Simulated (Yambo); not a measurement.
G0W0@PBEsol for KI (rock salt, space group Fm-3m, No. 225) in Yambo. Reference settings: 4×4×4 Γ-centred k mesh, 176 bands and a 6 Ry block in the screening, 176 bands in G with the Bruneval-Gonze terminator, plasmon pole fitted at 27.2 eV. The PBEsol gap Γ → Γ on this mesh is 3.54 eV; G0W0 gaps are taken between the same points.

The settings were changed. The gap went from 5.69 eV to 5.65 eV, and the shift of the valence edge from -1.54 eV to -1.39 eV.

Problem. Name the change that produced these shifts.
(A) 80 bands in W
(B) 110 bands in G
(C) 1 Ry block
(D) 2×2×2 mesh

Solution. A, 80 bands in W. The others gave (gap, valence shift): 2×2×2 mesh: 5.56, -1.41 eV; 110 bands in G: 5.69, -1.52 eV; 1 Ry block: 5.25, -1.17 eV.

Spin-orbit coupling is included.

Geometry relaxed with PBEsol; primitive cell a = b = c = 4.9526 Å, α = β = γ = 60.00°.

A shift is the quasiparticle energy of the state minus its PBEsol energy.
